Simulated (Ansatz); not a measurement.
InPd (CsCl type, space group No. 221), plane-wave PAW PBE (Ansatz code), all energies at zero smearing, with the estimated change up to a 700 eV cutoff added, with one set of potentials and settings (totals compare only within such a set). Cell of 2 atoms (1 In, 1 Pd): -12571.674 eV.

```tsv
element	reference phase	E (eV/atom)
In	I4/mmm, 1 atoms in the cell	-5597.8481
Pd	Fm-3m, 1 atoms in the cell	-6972.8544
```

Formation energy per atom, worked out: (-12571.674 − 1×(-5597.8481) − 1×(-6972.8544))/2 = -0.486 eV/atom (-47 kJ per mol of atoms), at 0 K, without zero-point energy or fitted corrections.

Space group Pm-3m (CsCl type). Symmetry was held in the PBE relaxation. The run is not spin-polarised. The references are the lowest solids computed at this level, not always the standard phases.

Potentials: the later of the program's two PAW sets.
